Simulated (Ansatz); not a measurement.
Relaxed Pd (fcc, Cu type):

```
CELL_PARAMETERS angstrom
      3.94276     0.00000     0.00000
      0.00000     3.94276     0.00000
      0.00000     0.00000     3.94276
ATOMIC_POSITIONS crystal
  Pd 0.00000 0.00000 0.00000
  Pd 0.50000 0.50000 0.00000
  Pd 0.50000 0.00000 0.50000
  Pd 0.00000 0.50000 0.50000
```

Scan: atom 4 (Pd, nearest neighbour Pd at 2.788 Å; its periodic images, 3.9 Å or more away, move with it) is displaced along Cartesian z, direction (0.000, 0.000, 1.000) in Cartesian axes, by s. The other atoms stay.

Computed with PBE (plane waves to 420 eV, PAW, scalar-relativistic; Ansatz, an electronic-structure program). k mesh 10×10×10 (Γ-centred), Fermi-Dirac smearing 0.05 eV. Energies are smeared free energies. With partly filled bands, energies and forces of such displacements shift with the k mesh and the smearing. Pd is run without spin polarisation. Pd was relaxed with its symmetry unable to fall. ΔE is measured from the undisplaced structure.

Question: Give the computed ΔE (meV/cell) at s (Å) = -0.168, -0.056, 0.056, 0.112, 0.224.

Answer: 
```tsv
s (Å)	ΔE (meV/cell)
-0.168	121
-0.056	13
0.056	13
0.112	53
0.224	216
```

(For displaced atoms, the force is minus the slope of the energy, and its curvature is a force constant, which sets phonon frequencies.)
